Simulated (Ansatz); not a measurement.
Starting cell, SnCl2 (space group Pnma):

```xyz
12
Lattice="7.4765 0.0000 0.0000 0.0000 4.2852 0.0000 0.0000 0.0000 8.9367" Properties=species:S:1:pos:R:3 pbc="T T T"
Sn     5.7265     3.2139     5.2260
Sn     1.7501     1.0713     3.7107
Sn     5.4883     1.0713     0.7577
Sn     1.9882     3.2139     8.1790
Cl     3.8946     1.0713     7.5334
Cl     3.5819     3.2139     1.4034
Cl     7.3201     3.2139     3.0650
Cl     0.1564     1.0713     5.8717
Cl     1.0590     1.0713     0.6969
Cl     6.4175     3.2139     8.2398
Cl     2.6792     3.2139     5.1652
Cl     4.7973     1.0713     3.7715
```

A phonon eigenvector at Γ is frozen into this cell: atom i moves by Q times the vector below, so Q is the largest atomic displacement, in Å. The cell is held.

```json
[
 {"atom": "Sn1", "x": "0.082", "y": "0.000", "z": "0.133"},
 {"atom": "Sn2", "x": "-0.082", "y": "0.000", "z": "-0.133"},
 {"atom": "Sn3", "x": "-0.082", "y": "0.000", "z": "0.133"},
 {"atom": "Sn4", "x": "0.082", "y": "0.000", "z": "-0.133"},
 {"atom": "Cl5", "x": "0.447", "y": "0.000", "z": "-0.195"},
 {"atom": "Cl6", "x": "-0.447", "y": "0.000", "z": "0.195"},
 {"atom": "Cl7", "x": "-0.447", "y": "0.000", "z": "-0.195"},
 {"atom": "Cl8", "x": "0.447", "y": "0.000", "z": "0.195"},
 {"atom": "Cl9", "x": "-0.573", "y": "0.000", "z": "0.819"},
 {"atom": "Cl10", "x": "0.573", "y": "0.000", "z": "-0.819"},
 {"atom": "Cl11", "x": "0.573", "y": "0.000", "z": "0.819"},
 {"atom": "Cl12", "x": "-0.573", "y": "0.000", "z": "-0.819"}
]
```

Calculation: LDA (plane waves to 420 eV, PAW, scalar-relativistic; Ansatz, an electronic-structure program). k mesh 4×6×3 (Γ-centred), Fermi-Dirac smearing 0.05 eV. The energy includes the smearing's −TS. SnCl2 was relaxed with its symmetry unable to fall. The relaxed volume of SnCl2 is well below the measured one. ΔE is measured from the undisplaced structure.

```json
[
 {"Q (Å)": "-0.280", "ΔE (meV/cell)": "988"},
 {"Q (Å)": "-0.187", "ΔE (meV/cell)": "409"},
 {"Q (Å)": "-0.093", "ΔE (meV/cell)": "95"},
 {"Q (Å)": "0.000", "ΔE (meV/cell)": "0"},
 {"Q (Å)": "0.093", "ΔE (meV/cell)": "82"},
 {"Q (Å)": "0.187", "ΔE (meV/cell)": "305"},
 {"Q (Å)": "0.280", "ΔE (meV/cell)": "642"}
]
```

Question: Which DFPT wavenumber at Γ belongs to this mode?
A) 172 cm⁻¹
B) 52 cm⁻¹
C) 242 cm⁻¹
D) 138 cm⁻¹

Answer: A, 172 cm⁻¹. The curvature of the scan gives 172 cm⁻¹

(A displaced cell: forces are minus the slopes of the energy, force constants its curvatures, and phonons follow from these.)
